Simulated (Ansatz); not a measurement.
NaMo3Se3:
```
CELL_PARAMETERS angstrom
      8.61250     0.00000     0.00000
     -4.30625     7.45864     0.00000
      0.00000     0.00000     4.46333
ATOMIC_POSITIONS crystal
  Na 0.33333 0.66667 0.25000
  Na 0.66667 0.33333 0.75000
  Mo 0.15132 0.19454 0.25000
  Mo 0.84868 0.80546 0.75000
  Mo 0.95679 0.15132 0.75000
  Mo 0.04321 0.84868 0.25000
  Mo 0.80546 0.95679 0.25000
  Mo 0.19454 0.04321 0.75000
  Se 0.91567 0.29913 0.25000
  Se 0.08433 0.70087 0.75000
  Se 0.61655 0.91567 0.75000
  Se 0.38345 0.08433 0.25000
  Se 0.70087 0.61655 0.25000
  Se 0.29913 0.38345 0.75000
```

Relaxed with PBEsol. Special points in fractions of this cell's reciprocal vectors: Γ (0.000, 0.000, 0.000); M (0.500, 0.000, 0.000); K (0.333, 0.333, 0.000); A (0.000, 0.000, 0.500); L (0.500, 0.000, 0.500); H (0.333, 0.333, 0.500).

Question: List the band energies nearest the Fermi level at these points for the program Ansatz at the PBEsol with spin–orbit coupling level (PAW).

Answer: In eV from the Fermi level; about four levels below and three above (degenerate sets whole), none deeper than 8.9 eV; points with the same levels are listed once.

```
k                    below                above
-  -----------------------  -------------------
Γ  -1.21 -1.21 -1.00 -1.00  0.28 0.28 0.34 0.34
M  -0.99 -0.99 -0.93 -0.93  0.41 0.41 0.56 0.56
K  -0.96 -0.96 -0.95 -0.95  0.40 0.40 0.41 0.41
A  -1.90 -1.90 -1.90 -1.90  0.14 0.14 0.14 0.14
L  -1.87 -1.87 -1.87 -1.87  0.22 0.22 0.22 0.22
H  -1.86 -1.86 -1.81 -1.81  0.21 0.21 0.23 0.23
```

Space group P6_3/m. The workflow started from a Materials Project entry (that database holds measured and hypothetical structures alike); the Crystallography Open Database copy checked does not list it. Its standing as an ambient phase is unchecked. The PBEsol relaxation kept the symmetry of its start; of distortions, only those at the zone centre were tested. The run is not spin-polarised. A small band overlap can be real or an error of a semilocal functional.

Potentials: the later of the program's two PAW sets.
